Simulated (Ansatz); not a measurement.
Co$_{2}$Si (Co2Si type, space group Pnma)

```xyz
12
Lattice="4.8833 0.0000 0.0000 0.0000 3.7111 0.0000 0.0000 0.0000 7.0417" Properties=species:S:1:pos:R:3 pbc="T T T"
Co     2.6193     0.9278     5.5104
Co     0.1777     0.9278     5.0522
Co     2.2640     2.7833     1.5313
Co     4.7056     2.7833     1.9895
Co     0.8462     0.9278     0.4551
Co     3.2878     0.9278     3.0657
Co     4.0371     2.7833     6.5866
Co     1.5955     2.7833     3.9760
Si     3.4310     0.9278     0.7445
Si     0.9893     0.9278     2.7763
Si     1.4523     2.7833     6.2972
Si     3.8940     2.7833     4.2654
```

E(V) scan at fixed shape, V₀ the volume above. The atoms relax within the cell's symmetry.

The numbers are results of PBE (plane waves to 420 eV, PAW, scalar-relativistic; Ansatz, an electronic-structure program), not measurements. k mesh 8×10×6 (Γ-centred), Fermi-Dirac smearing 0.05 eV. The energy includes the smearing's −TS. Stress and pressure are positive under compression. With the shape held, the modulus is that of even scaling; a crystal free to change shape is softer. Co2Si was relaxed with its symmetry unable to fall. Relaxed Co2Si ends ferromagnetic. Other magnetic orders were not checked, so this need not be the ground state. ΔE is measured from the relaxed starting cell. The last digit holds for this mesh only.

| V (Å³/atom) | ΔE (meV/atom) |
|---|---|
| 9.571 | 91.0 |
| 9.837 | 48.5 |
| 10.103 | 20.4 |
| 10.368 | 4.8 |
| 10.634 | 0.0 |
| 10.900 | 4.4 |
| 11.166 | 16.5 |
| 11.432 | withheld |
| 11.698 | 59.6 |

### Question
Fit a third-order Birch-Murnaghan form (E₀, V₀, B₀, B₀′ free) to the given rows and predict ΔE at V = 11.432.

### Answer
Least squares on the 8 given rows: ΔE = E₀ + (9V₀B₀/16)·y²·[2 + (B₀′ − 4)y], y = (V₀/V)^(2/3) − 1, with V₀ = 10.635 Å³/atom, B₀ = 219.5 GPa (160.2 GPa = 1 eV/Å³; the term in eV is multiplied by 1000), B₀′ = 5.30, E₀ = 0.06 meV/atom; root-mean-square residual 0.07 meV/atom. At 11.432 the fit gives 35.2 meV/atom; the calculation gives 35.2 meV/atom, the same to the digits shown. For the pressure the fit gives -13.1 GPa against the computed -13.0 GPa.

(Under strain, the slope of the energy per volume gives the stress and its curvature an elastic modulus.)
